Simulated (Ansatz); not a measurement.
KI: modes and screening against the lattice constant

Level of theory: DFT PBE+D3(BJ), scalar-relativistic, plane waves, PAW (Ansatz 0.2.0). Plane waves to 420 eV; Γ-centred k mesh 6×6×6; fixed occupations. No spin polarisation. Phonons by linear response, acoustic sum rule imposed.

The cell is fixed (symmetry leaves no force on the atoms) and stands under 0.0 GPa:
```xyz
2
Lattice="0.0000 3.5018 3.5018 3.5018 0.0000 3.5018 3.5018 3.5018 0.0000" Properties=species:S:1:pos:R:3 pbc="T T T"
K     0.0000    0.0000    0.0000
I     3.5018    3.5018    3.5018
```

The cell is the ideal cubic rocksalt prototype. Spin–orbit coupling is left out, which matters for heavy elements.

Question: How do the optical zone-centre modes (counted from the lowest optical one, degenerate ones once; i marks imaginary ones; without the LO field) and the screening change over a = 6.885 and 7.004 Å?

Answer:
```csv
a (Å),6.885,7.004
pressure (GPa),0.8,0.0
gap on the mesh (eV),4.16,4.03
ε∞,3.00,2.91
ε0,4.8,5.1
mode 1 (cm⁻¹),118,105
```

Cost: 2 runs of about 0.69 core-minutes in all, on AMD EPYC 9R45 (Zen 5) (shared hosts).